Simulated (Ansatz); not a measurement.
Ta2N:
```yaml
crystal:
  lattice:
    - [3.09867, 0.00000, 0.00000]
    - [-1.54934, 2.68353, 0.00000]
    - [0.00000, 0.00000, 4.88888]
  atoms:
    - { symbol: N, position: [0.00000, 0.00000, 0.00000] }
    - { symbol: Ta, position: [0.33333, 0.66667, 0.25508] }
    - { symbol: Ta, position: [0.66667, 0.33333, 0.74492] }
```

Relaxed with PBE. Special points in fractions of this cell's reciprocal vectors: Γ (0.000, 0.000, 0.000); M (0.500, 0.000, 0.000); K (0.333, 0.333, 0.000); A (0.000, 0.000, 0.500); L (0.500, 0.000, 0.500); H (0.333, 0.333, 0.500).

**Question.** List the band energies nearest the Fermi level at these points for DFT-PBE in the program Ansatz with PAW potentials.

**Answer.** In eV from the Fermi level; about four levels below and three above (degenerate sets whole), none deeper than 8.9 eV; points with the same levels are listed once.

| k | below | above |
|---|---|---|
| Γ | -4.97 -0.70 -0.20 -0.20 | 0.27 0.37 0.37 |
| M | -6.32 -4.53 -2.59 -1.34 | 1.68 1.98 3.80 |
| K | -6.21 -3.32 -2.68 -2.68 | 1.32 1.32 2.90 |
| A | -2.92 -2.66 -1.05 -1.05 | 1.76 1.98 2.33 2.33 |
| L | -3.29 -2.14 -2.09 -0.31 | 0.77 3.40 3.63 |
| H | -6.37 -2.46 -1.90 -1.90 | 0.66 0.84 0.84 |

Space group P-3m1 (anti-CdI2 type). Symmetry was held in the PBE relaxation. The run is not spin-polarised. The volume moved by 20 % from the start of the relaxation. With an odd number of electrons in the cell and no spin polarisation, the count alone makes it a metal. Spin–orbit coupling is left out wherever it is not named.

Potentials: the later of the program's two PAW sets.
